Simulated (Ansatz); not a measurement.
A single-point calculation of an ordered 8-atom cell of Ga4AsP3 on the zincblende lattice (Pmm2) with Ansatz 0.2.0, at the level r2SCAN. The cell was relaxed beforehand with r2SCAN.

```yaml
crystal:
  lattice:
    - [3.8936249088, 0.0, 0.0]
    - [0.0, 7.7851408787, 0.0]
    - [0.0, 0.0, 5.5003000602]
  atoms:
    - { symbol: P, position: [0.0, 0.2463174227, 1.0669e-06] }
    - { symbol: Ga, position: [0.5, 0.2433831818, 0.7542795047] }
    - { symbol: P, position: [0.5, 0.0, 0.4999097428] }
    - { symbol: Ga, position: [0.0, 0.0, 0.2539211835] }
    - { symbol: P, position: [0.0, 0.7536825773, 1.0669e-06] }
    - { symbol: Ga, position: [0.5, 0.7566168182, 0.7542795047] }
    - { symbol: As, position: [0.5, 0.5, 0.5001922911] }
    - { symbol: Ga, position: [0.0, 0.5, 0.2374156393] }
kpoints:
  mp_grid: { grid: [6, 4, 6] }
  band_path:
    path:
      - [0.0, 0.0, 0.0]
      - [0.5, 0.0, 0.0]
      - [0.5, 0.5, 0.0]
      - [0.0, 0.5, 0.0]
      - [0.0, 0.0, 0.5]
      - [0.5, 0.0, 0.5]
      - [0.5, 0.5, 0.5]
      - [0.0, 0.5, 0.5]
    npoints: 1
hamiltonian:
  xc: r2scan
scf:
  occupations: { method: fixed }
  n_extra_bands: 6
output:
  forces: true
  stress: true
  eigenvalues: true
  write_density: true
  write_potential: true
  elf: true
  volumetric_format: npy
```

Some lines of the output have been replaced by numbered gaps.
```
scf.n_extra_bands = 6 over 41 filled bands (N_el = 82.0): the run solves 47 bands
Functional definition: r2SCAN
Crystal: 8 atoms, lattice volume = 166.727 Å³
Basis set: ecut = 500 eV, 4231 PW (Γ)
Symmetry: 4 space group operations
Space group: Pmm2 (ITA 25)
k-points: 48 of 144 (time reversal used)
SCF 1 converged in 8 iterations: F = -22307.162207 eV  dr2 = 1.22e-8
SCF converged after 8 iterations
Free energy (F): -22307.162207 eV
[1]
--- Per-component energies (eV) ---
  E_band       = -538.096987
  E_kinetic    = 774.769679
  E_local      = -10900.577500
  E_nonlocal   = 1138.406916
  E_hartree    = 5223.432617
  E_xc         = -499.460777
  E_vxc        = -518.248851
  E_paw        = -11591.567630
  E_vpaw       = -1504.857252
  E_vtau       = 25.547495
  E_ewald      = -6447.823108
  E_core_change = -4.342214
--- Forces (eV/Å), atoms counted from 1 ---
  atom   1  P       0.00000    -0.00056    -0.00001
  atom   2  Ga      0.00000    -0.00004      0.00159
  atom   3  P       0.00000      0.00000      0.00129
  atom   4  Ga      0.00000      0.00000    -0.00170
  atom   5  P       0.00000      0.00056    -0.00001
  atom   6  Ga      0.00000      0.00004      0.00159
  atom   7  As      0.00000      0.00000    -0.00170
  atom   8  Ga      0.00000      0.00000    -0.00105
--- Stress (GPa, compression-positive) ---
[2]
--- Band table (eV; the first three rows and the last of 48) ---
[3]
```

The rows of the band table are 0: (0, 0, 0) = Γ, 1: (0, 0, 1/6), 2: (0, 0, 1/3), 47: (-1/2, -1/2, -1/2) = R.

Q: Give the withheld lines. They hold the stress, the Fermi energy and the band table.

A:
```
[1]
Fermi energy:    7.219859 eV
[2]
        0.003935       0.000000       0.000000
        0.000000      -0.003393       0.000000
        0.000000       0.000000      -0.001747
  P = ⅓ Tr σ = -0.0004 GPa (-0.004 kbar)
[3]
  k-point 0: bands = […, 4.3737, 5.7645, 6.0309, 7.1651, 7.1751, 7.2199, 9.0072, 9.1833, 9.1978, 10.4445, …]
  k-point 1: bands = […, 4.5081, 5.7827, 6.0362, 6.2745, 6.8400, 6.9014, 8.9544, 9.5682, 9.9741, 10.2693, …]
  k-point 2: bands = […, 5.3808, 5.3975, 5.8201, 5.9128, 6.1528, 6.3788, 9.1048, 9.5757, 9.6022, 10.1377, …]
  k-point 47: bands = […, 3.8425, 4.0527, 5.0707, 5.1243, 5.2053, 5.2679, 10.7941, 10.8088, 10.9569, 10.9745, …]
```
The trailing digits, and the zero of the energies, depend on the potentials and thresholds.

r2SCAN gives an indirect gap of 1.68 eV, from Γ to X; the least direct gap is 1.79 eV at Γ. The mean stress is close to zero (0.00 GPa).

Command: `ansatz run input.yaml --threads 4 --pin off --max-ram 6451MiB --backend cpu --events-out ev --progress --plain --runs-dir out`.

Q: What wall time did it need on 4 threads of Intel(R) Xeon(R) Processor @ 2.50GHz (Skylake/Cascade Lake), on a shared host, and what peak of host memory did it reach?

A: About 38 s, with a peak of 0.97 GiB.

Simulation only: spin-unpolarised, and no claim that this is the phase found in nature.

Spin-orbit coupling is left out.
